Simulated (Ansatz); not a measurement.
MoSe₂:
```cif
data_Mo2Se4
_chemical_formula_sum 'Se4 Mo2'
_space_group_name_H-M_alt 'P 1'
_space_group_IT_number 1
_cell_length_a 3.27697
_cell_length_b 3.27697
_cell_length_c 12.73538
_cell_angle_alpha 90.000
_cell_angle_beta 90.000
_cell_angle_gamma 120.000
loop_
_space_group_symop_operation_xyz
  'x, y, z'
loop_
_atom_site_label
_atom_site_type_symbol
_atom_site_fract_x
_atom_site_fract_y
_atom_site_fract_z
_atom_site_occupancy
Se1 Se 0.33333 0.66667 0.61856 1
Se2 Se 0.66667 0.33333 0.11856 1
Se3 Se 0.33333 0.66667 0.88144 1
Se4 Se 0.66667 0.33333 0.38144 1
Mo1 Mo 0.33333 0.66667 0.25000 1
Mo2 Mo 0.66667 0.33333 0.75000 1
```

Relaxed with PBE+D3(BJ).

Problem. Which orbitals make up the states near the band edges in the program Ansatz at the PBE+D3(BJ) level (PAW)?

Solution. Top 1 eV of the valence band: Mo 4d 58 %, Se 4p 38 %. Bottom 1 eV of the conduction band: Mo 4d 68 %, Se 4p 26 %. Projections are on Löwdin-orthogonalised atomic valence shells; empty p or d shells of many metals are not among them.

Problem. Tabulate the density of states.

Solution. States/eV per cell of 6 atoms, in 0.25 eV bins, energy from the valence-band maximum.

```
E (eV)  total  Se 4p  Mo 4d  Se 4s
------  -----  -----  -----  -----
-7.85    0.00   0.00   0.00   0.00
-7.60    0.00   0.00   0.00   0.00
-7.35    0.00   0.00   0.00   0.00
-7.10    0.00   0.00   0.00   0.00
-6.85    0.00   0.00   0.00   0.00
-6.60    0.03   0.02   0.01   0.00
-6.35    0.55   0.38   0.10   0.01
-6.10    1.81   1.28   0.34   0.04
-5.85    3.06   2.11   0.65   0.07
-5.60    5.62   3.72   1.53   0.08
-5.35    7.47   5.10   1.98   0.13
-5.10    3.88   2.60   1.07   0.09
-4.85    2.56   1.71   0.69   0.08
-4.60    2.80   1.84   0.70   0.13
-4.35    5.15   3.29   1.35   0.26
-4.10    5.21   3.24   1.47   0.26
-3.85    5.25   3.20   1.49   0.28
-3.60    3.91   2.40   1.23   0.13
-3.35    6.13   3.72   2.12   0.14
-3.10    5.81   3.20   2.39   0.10
-2.85    3.49   1.88   1.48   0.06
-2.60    4.63   2.68   1.72   0.14
-2.35    7.22   4.26   2.63   0.18
-2.10    6.96   4.33   2.32   0.14
-1.85    5.26   3.23   1.82   0.08
-1.60    5.89   3.81   1.84   0.06
-1.35    3.77   1.94   1.67   0.03
-1.10    6.43   2.35   3.83   0.09
-0.85    5.11   2.03   2.89   0.05
-0.60    2.95   1.02   1.82   0.04
-0.35    0.85   0.31   0.50   0.03
-0.10    0.19   0.07   0.11   0.01
0.15     0.00   0.00   0.00   0.00
0.40     0.00   0.00   0.00   0.00
0.65     0.00   0.00   0.00   0.00
0.90     0.75   0.25   0.45   0.02
1.15     2.81   0.80   1.82   0.07
1.40     5.03   1.27   3.48   0.10
1.65     7.56   2.00   5.19   0.12
1.90     9.62   2.81   6.18   0.17
2.15     7.10   2.73   3.93   0.11
2.40     6.43   2.94   3.10   0.13
2.65     5.02   2.15   2.50   0.13
2.90     3.46   1.65   1.57   0.09
3.15     3.54   1.75   1.57   0.08
3.40     4.41   2.11   1.99   0.14
3.65     3.66   1.72   1.64   0.13
3.90     2.66   1.22   1.19   0.12
4.15     1.76   0.79   0.81   0.10
4.40     0.19   0.09   0.09   0.01
4.65     0.00   0.00   0.00   0.00
4.90     0.03   0.00   0.00   0.00
5.15     0.36   0.02   0.02   0.00
5.40     0.81   0.06   0.03   0.01
```

Space group P6_3/mmc. The cell was relaxed with PBE+D3(BJ) under the symmetry of its start; phonons on a q-mesh show no instability. The run is not spin-polarised. Scalar-relativistic: spin–orbit coupling is off unless named, which matters more the heavier the elements.

Potentials: the later of the program's two PAW sets.
